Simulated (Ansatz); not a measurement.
ZrSe$_{2}$:
```yaml
crystal:
  lattice:
    - [0.00000, 3.28044, 3.28044]
    - [3.28044, 0.00000, 3.28044]
    - [3.28044, 3.28044, 0.00000]
  atoms:
    - { symbol: Zr, position: [0.00000, 0.00000, 0.00000] }
    - { symbol: Se, position: [0.25000, 0.25000, 0.25000] }
    - { symbol: Se, position: [0.75000, 0.75000, 0.75000] }
```

Relaxed with HSE06. Special points in fractions of this cell's reciprocal vectors: Γ (0.000, 0.000, 0.000); X (0.500, 0.000, 0.500); U (0.625, 0.250, 0.625); K (0.375, 0.375, 0.750); L (0.500, 0.500, 0.500); W (0.500, 0.250, 0.750).

### Question
List the band energies nearest the Fermi level at these points for HSE06 in the plane-wave PAW code Ansatz.

### Answer
In eV from the Fermi level; about four levels below and three above (degenerate sets whole), none deeper than 8.9 eV; points with the same levels are listed once.

```json
[
 {"k": "Γ", "below": "-6.15 -6.15 -6.15 -1.34 -1.34 -1.34", "above": "0.05 0.05 4.11"},
 {"k": "X", "below": "-5.50 -5.50 -2.66 -2.66 -0.05", "above": "0.08 1.10 1.80"},
 {"k": "U", "below": "-5.21 -3.38 -2.60 -0.59", "above": "0.54 1.15 1.97"},
 {"k": "L", "below": "-4.49 -3.79 -3.54 -3.54", "above": "0.46 0.46 1.73"},
 {"k": "W", "below": "-4.13 -4.13 -2.56 -0.26", "above": "0.81 1.16 2.07 2.07"}
]
```

Space group Fm-3m (fluorite). A made-up cell: these elements were put on the sites of a structure type; neither database checked (COD, Materials Project) lists it. COD files the formula under space group No. 164, so this cell is another polymorph or a model. Its standing as an ambient phase is unchecked. The cell was relaxed with HSE06 under the symmetry of its start; its stability against distortions is not shown here. No spin polarisation was allowed. The hybrid run found no gap, on a coarse k-mesh. Scalar-relativistic: spin–orbit coupling is off unless named, which matters more the heavier the elements.

Potentials: the later of the program's two PAW sets.
